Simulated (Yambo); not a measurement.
MgS (zinc blende, space group F-43m, No. 216), G0W0@LDA in Yambo (4×4×4 mesh, plasmon pole; 10 Ry block, no terminator). The number N of bands in W and G is varied.

```csv
N,x = 1/N,gap Γ → Γ (eV),shift of the valence edge (eV)
34,0.02941,5.175,-0.847
54,0.01852,5.230,-1.049
77,0.01299,5.283,-1.176
100,0.01000,?,?
```

Question: Basis-set arguments suggest E = E∞ + A x. Fix A and E∞ from the two rows above the withheld one, predict the row at 100 bands, and test the form.

Answer: Gap: A = (5.283 − (5.230))/(0.01299 − 0.01852) = -9.58, E∞ = 5.407 eV, so 5.312 eV is predicted; the run gave 5.320 eV (miss 8 meV). The first two rows have slope -5.05, so the form doesn't hold yet over the whole range. Shift: A = (-1.176 − (-1.049))/(0.01299 − 0.01852) = 23.0, E∞ = -1.474 eV, so -1.245 eV is predicted; the run gave -1.250 eV (miss 5 meV). The first two rows have slope 18.5, so the form doesn't hold yet over the whole range. The other settings are held fixed.

Geometry relaxed with LDA; primitive cell a = 3.9571 Å, b = 3.9571 Å, c = 3.9571 Å, α = 60.00°, β = 60.00°, γ = 60.00°.

This is not the ordinary phase of the substance; no match was found in the copy of COD used, and its stability was not checked.

A shift is the quasiparticle energy of the state minus its LDA energy.
